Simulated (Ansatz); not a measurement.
## Is this Ca2Mg3C2 structure a true minimum?

It was reached by relaxing an invented guess, and it needn't be the stable form of this composition.

Level of theory: DFT PBE, scalar-relativistic, plane waves, PAW in Ansatz 0.2.0. Cutoff 420 eV; k points 10×10×6 on the computed 7-atom cell (Γ-centred); Gaussian smearing, width 0.10 eV; no spin polarisation.

The cell below (7 atoms, space group C2/m (No. 12)) is relaxed within its symmetry.

```
Ca Mg C
1.0
     6.67422   -1.78587    0.04809
     6.67422    1.78587    0.04809
    -0.05469    0.00000    6.31494
Ca Mg C
2 3 2
Direct
  0.62247 0.62247 0.37391
  0.37753 0.37753 0.62609
  0.32086 0.32086 0.13690
  0.67914 0.67914 0.86310
  0.00000 0.00000 0.00000
  0.01531 0.01531 0.59830
  0.98469 0.98469 0.40170
```

For the test it was strained at random (σ = 1.5 % a component), the atoms were moved at random (σ = 0.15 Å), and all was relaxed again on a coarse 6×4×6 mesh (in the run’s order of axes) with 0.20 eV smearing, with no symmetry imposed.

Q: Is the structure stable against such a distortion?

A: It doesn't return. The energy falls by 99 meV/atom on that mesh, the volume changes by 6.7 %, and the end has space group C2/m (No. 12) at a loose tolerance. Relaxed again on a 10×10×6 mesh with 0.10 eV smearing, the new structure lies 99 meV/atom below the first (mesh in the axes of the run's cell; the cell below is made exact in the group named). Space group C2/m (No. 12), monoclinic, a = 12.997 Å, b = 3.646 Å, c = 9.077 Å, β = 131.6°. Ca has 4 C at 2.62–2.64 Å, 7 Mg at 3.51–3.78 Å and 3 Ca at 3.56–3.65 Å; Mg on a site of symmetry 2/m is surrounded by 4 Mg at 3.07 Å, 4 Ca at 3.51 Å and 2 Mg at 3.65 Å; Mg on a site of symmetry m has 1 C at 2.11 Å and 4 Mg at 3.07–3.18 Å; C is surrounded by 1 C at 1.30 Å, 1 Mg at 2.11 Å and 4 Ca at 2.62–2.64 Å.

```cif
data_structure
_symmetry_space_group_name_H-M 'C2/m'
_symmetry_Int_Tables_number 12
_cell_length_a 12.9969
_cell_length_b 3.6456
_cell_length_c 9.0768
_cell_angle_alpha 90.000
_cell_angle_beta 131.646
_cell_angle_gamma 90.000
_cell_volume 321.38
loop_
_atom_site_label
_atom_site_type_symbol
_atom_site_symmetry_multiplicity
_atom_site_Wyckoff_symbol
_atom_site_fract_x
_atom_site_fract_y
_atom_site_fract_z
_atom_site_occupancy
Ca1 Ca 4 i 0.07411 0.50000 0.39104 1
Mg1 Mg 2 a 0.00000 0.00000 0.00000 1
Mg2 Mg 4 i 0.26170 0.00000 0.86796 1
C1 C 4 i 0.06150 0.00000 0.58624 1
```
